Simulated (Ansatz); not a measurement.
Input and output for Bi (omega type): DFT, LDA, all-electron LAPW, scalar-relativistic (Ansatz 0.2.0). This run: omega relaxed under pressure.

The cell comes from a relaxation on PAW files under the same functional, begun from a prototype that needn't be the stable phase.

Command: `ansatz run input.yaml --threads 1 --pin off --max-ram 3584MiB --backend cpu --events-out ev --progress --plain --runs-dir out` It took 2.3 min on 1 thread of Arm Neoverse V2, with other jobs on the host, peak memory 0.5 GiB.

```yaml
crystal:
  lattice:
    - [5.2062728454, 0.0, 0.0]
    - [-2.6031364227, 4.5087645431, 0.0]
    - [0.0, 0.0, 3.1276942558]
  atoms:
    - { symbol: Bi, position: [0.0, 0.0, 0.0] }
    - { symbol: Bi, position: [0.3333333333, 0.6666666667, 0.5] }
    - { symbol: Bi, position: [0.6666666667, 0.3333333333, 0.5] }
kpoints:
  mp_grid: { grid: [7, 7, 10] }
scf:
  occupations: { method: fermi_dirac, width: 0.08 }
hamiltonian:
  xc: lda
  pseudopotentials: { kind: all_electron, lapw: { basis_error: 0.0005 } }
output:
  forces: true
  stress: true
  eigenvalues: true
relax:
  f_tol: 0.005
  max_steps: 12
  cell: { p_target: 19.0, stress_tol: 0.03 }
```

Output:

```
The last accepted step is kept in <dir> (removed where the run ends without a failure and the disk answers)
LAPW: plane waves up to 8.278 Å⁻¹, error target 5.0e-4 eV per atom; small_component_spin mean_spin; Bi in spheres of 1.458 Å, 37 of its electrons in bands, Dirac shells [] (how accurate: hamiltonian.pseudopotentials.lapw.basis_error, Limitations)
Engine: ansatz 0.2.0
Pseudopotentials: kind: all_electron
Pseudopotential: Bi, LAPW, valence charge 37, lapw/all_electron/scalar/gaussian/Bi, Koelling and Harmon's equation, gaussian nucleus
Functional definition: SPW92
  exchange = slater_x
  correlation = pw_c
Crystal: 3 atoms, lattice volume = 73.419 Å³
Basis set: ecut = 261.0556827220458 eV, 681 PW (Γ), exchange–correlation at level 2
Bands: 67, of which v1, the nominal top of the filled ones, is band 56 counted from 1 (55 counted from 0)
Symmetry: 24 space group operations
Space group: P6/mmm (ITA 191), of the structure as read, at distance tolerance 4.2e-5 Å
k-points: 48 of 490
Non-local potential: Bi, projectors of the file, none
Initial density: superposition of atomic densities (chi_scale 0.1, normalization cell)
Initial wavefunctions: plane waves of lowest kinetic energy (no species holds an atomic orbital)
Functional: x = slater, c = lda
iter 1 solved again at ethr=1.70e-5 eV; its pass at ethr=1.00e-1 eV (dr2=1.88e-2 eV) is discarded
SCF iter   1: F=—  HF=-1756185.471254 eV  |F-HF|=—  |Δ(HF+E_count)|=         —  Δρ=6.32e-3  dr2=1.90e-2  ethr=1.70e-5  ⟨swp⟩=3.4  Hψ=20827  notcnv=0
preconditioner: auto → Kerker (q_TF=auto, 2.923 Å⁻¹)  [metal: Δε(μ)=0.054 eV  Ē_g=24.211 eV  σ=0.080 eV  W_gap=0.17  n_scr=32 (ndim 8)  ℏωp=29.1 eV  f_vac=0.000  D(μ)=1.73/eV (n_scr^D=8)]
SCF iter   2: F=—  HF=-1756185.448022 eV  |F-HF|=—  |Δ(HF+E_count)|=   2.32e-2  Δρ=3.97e-3  dr2=8.19e-3  ethr=1.70e-5  ⟨swp⟩=2.0  Hψ=9470  notcnv=0
SCF iter   3: F=—  HF=-1756185.446082 eV  |F-HF|=—  |Δ(HF+E_count)|=   1.94e-3  Δρ=2.16e-3  dr2=2.71e-3  ethr=7.38e-6  ⟨swp⟩=2.0  Hψ=9470  notcnv=0
SCF iter   4: F=—  HF=-1756185.445894 eV  |F-HF|=—  |Δ(HF+E_count)|=   1.88e-4  Δρ=8.43e-4  dr2=4.91e-4  ethr=2.44e-6  ⟨swp⟩=2.0  Hψ=9470  notcnv=0
iter 5 solved again at ethr=3.64e-8 eV; its pass at ethr=4.42e-7 eV (dr2=4.04e-5 eV) is discarded
SCF iter   5: F=—  HF=-1756185.445893 eV  |F-HF|=—  |Δ(HF+E_count)|=   1.08e-6  Δρ=1.99e-4  dr2=4.04e-5  ethr=3.64e-8  ⟨swp⟩=2.0  Hψ=16059  notcnv=0
SCF iter   6: F=—  HF=-1756185.445889 eV  |F-HF|=—  |Δ(HF+E_count)|=   4.09e-6  Δρ=7.68e-5  dr2=6.20e-6  ethr=3.64e-8  ⟨swp⟩=2.0  Hψ=9469  notcnv=0
SCF iter   7: F=—  HF=-1756185.445888 eV  |F-HF|=—  |Δ(HF+E_count)|=   1.01e-6  Δρ=1.54e-5  dr2=2.78e-7  ethr=5.59e-9  ⟨swp⟩=2.0  Hψ=9469  notcnv=0
SCF iter   8: F=—  HF=-1756185.445888 eV  |F-HF|=—  |Δ(HF+E_count)|=   2.84e-8  Δρ=6.89e-6  dr2=4.47e-8  ethr=2.50e-10  ⟨swp⟩=2.0  Hψ=9470  notcnv=0
SCF iter   9: F=-1756185.445888 eV  HF=-1756185.445888 eV  |F-HF|=6.98e-10  |Δ(HF+E_count)|=   7.75e-8  Δρ=3.49e-6  dr2=7.88e-9  ethr=4.03e-11  ⟨swp⟩=2.0  Hψ=9469  notcnv=0
SCF 1 converged in 9 iterations: F = -1756185.445888 eV  dr2 = 7.88e-9
relax step   1: F+E_penalty+E_count = -1756185.44588794 eV  Δ(F+E_penalty+E_count) = +0.000e0 eV  max|allowed force component| = 1.041e-17 eV/Å  Δτ_max = 0.0000 Å  P = +19.041 GPa  Ω = 73.419 Å³  (9 SCF iters, accepted)
Crystal: 3 atoms, lattice volume = 73.493 Å³
Basis set: ecut = 260.8812187910518 eV, 681 PW (Γ), exchange–correlation at level 2
Initial density: handed on by an earlier stage of this run
Initial wavefunctions: those handed on with the density
iter 1 solved again at ethr=1.69e-10 eV; its pass at ethr=1.00e-1 eV (dr2=1.87e-7 eV) is discarded
SCF iter   1: F=—  HF=-1756185.454609 eV  |F-HF|=—  |Δ(HF+E_count)|=         —  Δρ=1.76e-5  dr2=3.43e-7  ethr=1.69e-10  ⟨swp⟩=5.9  Hψ=18265  notcnv=0
preconditioner: auto → Kerker (q_TF=auto, 2.922 Å⁻¹)  [metal: Δε(μ)=0.059 eV  Ē_g=24.362 eV  σ=0.080 eV  W_gap=0.18  n_scr=32 (ndim 8)  ℏωp=29.1 eV  f_vac=0.000  D(μ)=1.72/eV (n_scr^D=8)]
SCF iter   2: F=—  HF=-1756185.454609 eV  |F-HF|=—  |Δ(HF+E_count)|=   3.66e-8  Δρ=1.27e-5  dr2=1.91e-7  ethr=1.69e-10  ⟨swp⟩=2.0  Hψ=9469  notcnv=0
SCF iter   3: F=-1756185.454609 eV  HF=-1756185.454609 eV  |F-HF|=4.42e-9  |Δ(HF+E_count)|=   3.40e-8  Δρ=3.81e-6  dr2=1.93e-8  ethr=1.69e-10  ⟨swp⟩=2.0  Hψ=9469  notcnv=0
SCF 2 converged in 3 iterations: F = -1756185.454609 eV  dr2 = 1.93e-8
relax step   2: F+E_penalty+E_count = -1756185.45460880 eV  Δ(F+E_penalty+E_count) = -8.721e-3 eV  max|allowed force component| = 1.272e-17 eV/Å  Δτ_max = 0.0000 Å  P = +18.897 GPa  Ω = 73.493 Å³  (3 SCF iters, rejected (line search))
Crystal: 3 atoms, lattice volume = 73.440 Å³
Basis set: ecut = 261.00495031154054 eV, 681 PW (Γ), exchange–correlation at level 2
[... lines left out ...]
SCF 4 converged in 2 iterations: F = -1756185.448430 eV  dr2 = 1.44e-8
relax step   4: F+E_penalty+E_count = -1756185.44842978 eV  Δ(F+E_penalty+E_count) = +1.176e-7 eV  max|allowed force component| = 4.819e-18 eV/Å  Δτ_max = 0.0000 Å  P = +18.999 GPa  Ω = 73.440 Å³  stress off target by 1.99e-3 GPa  SCF on the basis re-selected at this cell (its energy is not comparable with the rows above)  (2 SCF iters)
basis re-selected at this cell: Δ(F+E_penalty+E_count) = +1.176e-7 eV, ΔP = +0.000 GPa vs the last step (what re-selecting the basis moved, after the strain that the cell walked since its last selection, with what the two solves' SCF thresholds leave and, on support functions, any second-order correction that the steps lacked; it is no measure of the basis error at this ecutwfc). This SCF's stress stands 1.99e-3 GPa from its target on what of the cell is left free (relax.cell.stress_tol is 3.00e-2 GPa) and its largest allowed force component is 4.82e-18 eV/Å (relax.f_tol is 5.00e-3 eV/Å): within both
SCF converged after 2 iterations
Free energy (F): -1756185.448430 eV
Harris-Foulkes:  -1756185.448430 eV  (|F-HF|=7.92e-9)
Internal energy: -1756185.412249 eV  (E = F + TS)
E sigma→0 (E₀):  -1756185.430339 eV
Entropy (-TS):   -0.036181 eV (-12.060 meV/atom)
Fermi energy:    21.072571 eV
--- Per-component energies (eV) ---
  E_band       = -7272.275403
  E_kinetic    = 2032461.913758
  E_xc         = -31485.242017
  E_electrostatic = -3757162.083990  (all electrons and nuclei)
  E_smearing   = -0.036181  (= −TS)
  E_closure    = 0.000000  (closes the sum)
  E_atoms      = -1756172.866901  (free atoms, spherical and without spin; not in F)
  Σ components = -1756185.448430   (vs F -1756185.448430, Δ=0.00e0)
  Basis errors (estimates in eV, not in F): energy 1.5e-4 per atom: plane waves 1.5e-4 (8.0e-5 summed), levels above the bands 1.9e-58, relativity 7.8e-9, radial functions 4.9e-6, core shells 1.8e-7; eigenvalues (radial functions only) 2.7e-6; not estimated: angular momenta, meshes, grids; target (lapw.basis_error) 5.0e-4; muffin-tin radii Bi 1.458 Å
--- Forces (eV/Å), atoms counted from 1 ---
  atom   1  Bi     0.00000000     0.00000000     0.00000000
  atom   2  Bi     0.00000000    -0.00000000     0.00000000
  atom   3  Bi     0.00000000     0.00000000     0.00000000
  max |Σ_I F_I| component: 3.47e-18 eV/Å
--- Stress (GPa, compression-positive) ---
       18.998010      -0.000000       0.000000
       -0.000000      18.998010      -0.000000
        0.000000      -0.000000      19.001306
  P = ⅓ Tr σ = 18.9991 GPa (189.991 kbar)
--- Band table (eV; the first three rows and the last of 48) ---
  k-point 0: bands = ["-132.5188", "-132.5185", "-132.3992", "-127.7308", "-127.7308", "-127.7308", "-127.7308", "-127.7279", "-127.7279", "-127.7279", "-127.7279", "-127.7252", "-127.7252", "-127.7252", "-127.7252", "-127.7242", "-127.7242", "-127.6192", "-127.6189", "-127.6189", "-127.6179", "-127.6179", "-127.6157", "-127.6157", "-70.6584", "-70.6584", "-70.6507", "-70.6507", "-70.6369", "-70.6359", "-70.5279", "-70.5226", "-70.5226", "-2.4507", "-2.2306", "-2.2306", "-2.2146", "-2.1868", "-2.0736", "-2.0736", "-2.0533", "-2.0533", "-2.0031", "-2.0031", "-1.9574", "-1.9574", "-1.8350", "-1.8350", "5.4470", "10.6096", "10.9188", "16.4745", "16.4745", "16.7299", "16.7299", "22.6160", "27.3788", "27.9750", "27.9750", "28.3109", "28.3324", "31.2263", "31.8665", "31.8665", "32.0458", "32.0458", "33.5612"]
  k-point 1: bands = ["-132.5188", "-132.5184", "-132.3991", "-127.7308", "-127.7308", "-127.7308", "-127.7308", "-127.7279", "-127.7279", "-127.7279", "-127.7279", "-127.7252", "-127.7252", "-127.7252", "-127.7252", "-127.7242", "-127.7242", "-127.6192", "-127.6189", "-127.6189", "-127.6179", "-127.6179", "-127.6157", "-127.6157", "-70.6583", "-70.6583", "-70.6507", "-70.6507", "-70.6375", "-70.6364", "-70.5285", "-70.5226", "-70.5226", "-2.4132", "-2.2287", "-2.2287", "-2.1724", "-2.1475", "-2.1055", "-2.1055", "-2.0707", "-2.0707", "-2.0030", "-2.0030", "-1.9395", "-1.9395", "-1.8433", "-1.8433", "5.6087", "10.7002", "11.0583", "16.6210", "16.6210", "16.9107", "16.9107", "21.1517", "26.6826", "26.7275", "27.7059", "27.7059", "29.1083", "30.3587", "30.3587", "30.9992", "30.9992", "31.3651", "33.7854"]
  k-point 2: bands = ["-132.5188", "-132.5184", "-132.3991", "-127.7308", "-127.7308", "-127.7308", "-127.7308", "-127.7279", "-127.7279", "-127.7279", "-127.7279", "-127.7252", "-127.7252", "-127.7252", "-127.7252", "-127.7242", "-127.7242", "-127.6192", "-127.6189", "-127.6189", "-127.6179", "-127.6179", "-127.6157", "-127.6157", "-70.6582", "-70.6582", "-70.6506", "-70.6506", "-70.6389", "-70.6379", "-70.5299", "-70.5225", "-70.5225", "-2.3153", "-2.2236", "-2.2236", "-2.1697", "-2.1697", "-2.1094", "-2.1094", "-2.0614", "-2.0444", "-2.0141", "-2.0141", "-1.9117", "-1.9117", "-1.8601", "-1.8601", "6.0924", "10.9310", "11.4743", "17.0373", "17.0373", "17.4432", "17.4432", "18.8461", "23.8932", "24.0085", "26.4738", "26.4738", "28.2826", "28.2826", "30.7307", "30.7307", "31.7767", "32.2231", "33.8838"]
  k-point 47: bands = ["-132.5186", "-132.5185", "-132.3991", "-127.7308", "-127.7308", "-127.7308", "-127.7308", "-127.7279", "-127.7279", "-127.7279", "-127.7279", "-127.7252", "-127.7252", "-127.7252", "-127.7252", "-127.7242", "-127.7242", "-127.6192", "-127.6189", "-127.6189", "-127.6179", "-127.6179", "-127.6157", "-127.6157", "-70.6585", "-70.6549", "-70.6534", "-70.6498", "-70.6423", "-70.6421", "-70.5338", "-70.5222", "-70.5222", "-2.3620", "-2.2804", "-2.2335", "-2.1850", "-2.1716", "-2.1711", "-2.0749", "-2.0678", "-2.0639", "-1.9263", "-1.9117", "-1.8708", "-1.8155", "-1.7931", "-1.7527", "10.1051", "10.8351", "10.9193", "14.7814", "15.3121", "16.0276", "20.2805", "20.9076", "21.6853", "22.5679", "22.7423", "25.8164", "26.8889", "29.6783", "30.0851", "30.1909", "30.3781", "31.6361", "31.6845"]
--- Relaxed structure (3 steps of the walk, 2 accepted, 1 SCFs on fresh bases) ---
  F+E_penalty+E_count = -1756185.44842978 eV   max|allowed force component| = 4.819e-18 eV/Å   (the final SCF, on the basis selected at the relaxed cell)
  cell:  # Å, volume = 73.4405 Å³
    - [5.2065468498158545, -2.5542292619709803e-33, 0.0]
    - [-2.6032734249079272, 4.509001837934371, -1.1060137139782233e-33]
    - [0.0, -7.672329541627171e-34, 3.12827692174141]
  atoms:
    - { symbol: Bi, position: [1.235553450029433e-35, 9.269802025841739e-39, 5.026911708464872e-88] }
    - { symbol: Bi, position: [0.3333333333333333, 0.6666666666666666, 0.5] }
    - { symbol: Bi, position: [0.6666666666666666, 0.3333333333333333, 0.5] }
```

Next run (A7 relaxed under pressure), as changes to the input before:

```diff
   lattice:
-    - [5.2062728454, 0.0, 0.0]
-    - [-2.6031364227, 4.5087645431, 0.0]
-    - [0.0, 0.0, 3.1276942558]
+    - [1.6333238724, -0.9429999774, 5.2582023521]
+    - [0.0, 1.8859999548, 5.2582023521]
+    - [-1.6333238724, -0.9429999774, 5.2582023521]
   atoms:
-    - { symbol: Bi, position: [0.0, 0.0, 0.0] }
-    - { symbol: Bi, position: [0.3333333333, 0.6666666667, 0.5] }
-    - { symbol: Bi, position: [0.6666666667, 0.3333333333, 0.5] }
+    - { symbol: Bi, position: [0.2499999319, 0.2499999319, 0.2499999319] }
+    - { symbol: Bi, position: [-0.2499999319, -0.2499999319, -0.2499999319] }
 kpoints:
-  mp_grid: { grid: [7, 7, 10] }
+  mp_grid: { grid: [11, 11, 11] }
 scf:
```

Results part of the output:

```
Warning: the atoms were moved onto the symmetric positions of the space group found under crystal.symmetry.tolerance 1.0e-5 (fractional; no operation is sought that the atoms, as they stand in a round, miss by more than twice it, and no atom is moved by as much as it), and the run uses the moved positions. Before a round's move an operation carried an atom to 2.15e-6 Å from where it should land, t
basis re-selected at this cell: Δ(F+E_penalty+E_count) = +1.322e-7 eV, ΔP = -0.000 GPa vs the last step (what re-selecting the basis moved, after the strain that the cell walked since its last selection, with what the two solves' SCF thresholds leave and, on support functions, any second-order correction that the steps lacked; it is no measure of the basis error at this ecutwfc). This SCF's stress stands 3.82e-3 GPa from its target on what of the cell is left free (relax.cell.stress_tol is 3.00e-2 GPa) and its largest allowed force component is 6.73e-29 eV/Å (relax.f_tol is 5.00e-3 eV/Å): within both
SCF converged after 2 iterations
Free energy (F): -1170790.207297 eV
Harris-Foulkes:  -1170790.207297 eV  (|F-HF|=2.33e-10)
Internal energy: -1170790.178498 eV  (E = F + TS)
E sigma→0 (E₀):  -1170790.192897 eV
Entropy (-TS):   -0.028799 eV (-14.400 meV/atom)
Fermi energy:    21.299378 eV
--- Per-component energies (eV) ---
  E_band       = -4834.196455
  E_kinetic    = 1354974.409180
[... lines left out ...]
  k-point 1: bands = ["-132.2911", "-132.2910", "-127.5040", "-127.5040", "-127.5038", "-127.5038", "-127.5038", "-127.5038", "-127.5033", "-127.5033", "-127.5033", "-127.5033", "-127.5019", "-127.5019", "-127.5018", "-127.5018", "-70.4266", "-70.4204", "-70.4180", "-70.4178", "-70.4169", "-70.4166", "-2.0153", "-2.0139", "-1.9955", "-1.9848", "-1.9845", "-1.9636", "-1.8441", "-1.8299", "-1.6936", "-1.6813", "5.7774", "10.1944", "14.6074", "23.9915", "25.2039", "26.3471", "27.2349", "27.8204", "28.8932", "29.9459", "31.4330", "32.5724", "33.7286"]
  k-point 2: bands = ["-132.2911", "-132.2910", "-127.5040", "-127.5040", "-127.5038", "-127.5038", "-127.5038", "-127.5038", "-127.5033", "-127.5033", "-127.5033", "-127.5033", "-127.5019", "-127.5019", "-127.5018", "-127.5018", "-70.4262", "-70.4207", "-70.4189", "-70.4180", "-70.4178", "-70.4169", "-2.0286", "-2.0204", "-1.9579", "-1.9495", "-1.9454", "-1.9051", "-1.8604", "-1.8060", "-1.7444", "-1.6998", "6.2904", "10.4791", "15.2873", "21.2988", "23.7395", "24.4769", "26.0252", "26.8209", "28.0631", "29.8730", "31.8193", "33.2228", "33.8867"]
  k-point 145: bands = ["-132.2910", "-132.2910", "-127.5040", "-127.5040", "-127.5038", "-127.5038", "-127.5038", "-127.5038", "-127.5033", "-127.5033", "-127.5033", "-127.5033", "-127.5019", "-127.5019", "-127.5018", "-127.5018", "-70.4237", "-70.4234", "-70.4176", "-70.4173", "-70.4172", "-70.4171", "-2.0235", "-2.0047", "-1.9502", "-1.9408", "-1.9378", "-1.9289", "-1.8435", "-1.8356", "-1.7719", "-1.7656", "7.1395", "7.3126", "20.2453", "20.7727", "24.2253", "25.3215", "26.0472", "27.2368", "29.5910", "30.3244", "31.3629", "31.6002", "32.7037"]
--- Relaxed structure (3 steps of the walk, 2 accepted, 1 SCFs on fresh bases) ---
  F+E_penalty+E_count = -1170790.20729699 eV   max|allowed force component| = 6.732e-29 eV/Å   (the final SCF, on the basis selected at the relaxed cell)
  cell:  # Å, volume = 48.6087 Å³
    - [1.6334700998023248, -0.9430844018340773, 5.2589763367034985]
    - [4.606457154793219e-20, 1.8861688036681539, 5.2589763367034985]
    - [-1.6334700998023248, -0.9430844018340773, 5.2589763367034985]
  atoms:
    - { symbol: Bi, position: [0.2499999999999999, 0.24999999999999992, 0.2499999999999999] }
    - { symbol: Bi, position: [-0.2499999999999999, -0.24999999999999992, -0.2499999999999999] }
```

Next run (diamond relaxed under pressure), as changes to the input before:

```diff
   lattice:
-    - [1.6333238724, -0.9429999774, 5.2582023521]
-    - [0.0, 1.8859999548, 5.2582023521]
-    - [-1.6333238724, -0.9429999774, 5.2582023521]
+    - [0.0, 3.2236668718, 3.2236668718]
+    - [3.2236668718, 0.0, 3.2236668718]
+    - [3.2236668718, 3.2236668718, 0.0]
   atoms:
-    - { symbol: Bi, position: [0.2499999319, 0.2499999319, 0.2499999319] }
-    - { symbol: Bi, position: [-0.2499999319, -0.2499999319, -0.2499999319] }
+    - { symbol: Bi, position: [-0.125, -0.125, -0.125] }
+    - { symbol: Bi, position: [0.125, 0.125, 0.125] }
 kpoints:
-  mp_grid: { grid: [11, 11, 11] }
+  mp_grid: { grid: [10, 10, 10] }
 scf:
```

Results part of the output:

```
basis re-selected at this cell: Δ(F+E_penalty+E_count) = -6.985e-10 eV, ΔP = +0.000 GPa vs the last step (what re-selecting the basis moved, after the strain that the cell walked since its last selection, with what the two solves' SCF thresholds leave and, on support functions, any second-order correction that the steps lacked; it is no measure of the basis error at this ecutwfc). This SCF's stress stands 1.64e-5 GPa from its target on what of the cell is left free (relax.cell.stress_tol is 3.00e-2 GPa) and its largest allowed force component is 2.08e-17 eV/Å (relax.f_tol is 5.00e-3 eV/Å): within both
SCF converged after 2 iterations
Free energy (F): -1170789.422955 eV
Harris-Foulkes:  -1170789.422955 eV  (|F-HF|=3.26e-9)
Internal energy: -1170789.392730 eV  (E = F + TS)
E sigma→0 (E₀):  -1170789.407843 eV
Entropy (-TS):   -0.030225 eV (-15.113 meV/atom)
Fermi energy:    14.198234 eV
--- Per-component energies (eV) ---
  E_band       = -13560.401725
  E_kinetic    = 1354981.170089
  E_xc         = -20989.203030
[... lines left out ...]
  k-point 1: bands = ["-410.7143", "-410.7143", "-410.7143", "-410.7143", "-410.7140", "-410.7140", "-410.7140", "-410.7140", "-410.7140", "-410.7140", "-139.2234", "-139.2217", "-134.4221", "-134.4221", "-134.4221", "-134.4221", "-134.4221", "-134.4221", "-134.4220", "-134.4220", "-134.4220", "-134.4220", "-134.4220", "-134.4220", "-134.4219", "-134.4218", "-77.3657", "-77.3657", "-77.3654", "-77.3471", "-77.3468", "-77.3468", "-9.1726", "-9.1726", "-9.1588", "-9.0346", "-9.0346", "-8.5930", "-8.5930", "-8.5759", "-8.5270", "-8.5270", "-0.4272", "7.5252", "12.4297", "12.4297", "12.4771", "15.3024", "15.3225", "15.3225", "18.0004", "20.9633", "20.9633", "21.2207", "22.9581", "22.9581", "24.7168"]
  k-point 2: bands = ["-410.7143", "-410.7143", "-410.7143", "-410.7143", "-410.7140", "-410.7140", "-410.7140", "-410.7140", "-410.7140", "-410.7140", "-139.2233", "-139.2218", "-134.4221", "-134.4221", "-134.4221", "-134.4221", "-134.4221", "-134.4221", "-134.4220", "-134.4220", "-134.4220", "-134.4220", "-134.4220", "-134.4220", "-134.4219", "-134.4218", "-77.3660", "-77.3660", "-77.3648", "-77.3477", "-77.3465", "-77.3465", "-9.1915", "-9.1915", "-9.1500", "-9.0043", "-9.0043", "-8.6223", "-8.6223", "-8.5931", "-8.5045", "-8.5045", "-0.1430", "6.5881", "12.0407", "12.0407", "12.0925", "15.8088", "15.8088", "16.1582", "19.0465", "20.5817", "20.5817", "21.0716", "24.3071", "24.3071", "26.2781"]
  k-point 46: bands = ["-410.7143", "-410.7143", "-410.7143", "-410.7143", "-410.7140", "-410.7140", "-410.7140", "-410.7140", "-410.7140", "-410.7140", "-139.2226", "-139.2226", "-134.4221", "-134.4221", "-134.4221", "-134.4221", "-134.4221", "-134.4221", "-134.4220", "-134.4220", "-134.4220", "-134.4220", "-134.4220", "-134.4220", "-134.4218", "-134.4218", "-77.3678", "-77.3678", "-77.3563", "-77.3563", "-77.3446", "-77.3446", "-9.2645", "-9.2645", "-8.9521", "-8.9521", "-8.8095", "-8.8095", "-8.7444", "-8.7444", "-8.4210", "-8.4210", "2.5468", "2.5468", "9.5776", "9.5776", "15.1738", "15.1738", "17.7111", "17.7111", "22.1461", "22.1461", "23.4481", "23.4481", "25.9425", "25.9425", "26.3308"]
--- Relaxed structure (3 steps of the walk, 2 accepted, 1 SCFs on fresh bases) ---
  F+E_penalty+E_count = -1170789.42295542 eV   max|allowed force component| = 2.082e-17 eV/Å   (the final SCF, on the basis selected at the relaxed cell)
  cell:  # Å, volume = 67.0249 Å³
    - [4.076297626316472e-34, 3.2240515142810175, 3.2240515142810175]
    - [3.2240515142810175, -1.0190744065791177e-34, 3.2240515142810175]
    - [3.2240515142810175, 3.2240515142810175, 0.0]
  atoms:
    - { symbol: Bi, position: [-0.125, -0.125, -0.125] }
    - { symbol: Bi, position: [0.125, 0.125, 0.125] }
```

Spin–orbit coupling is left out, which matters for the heavy atoms.
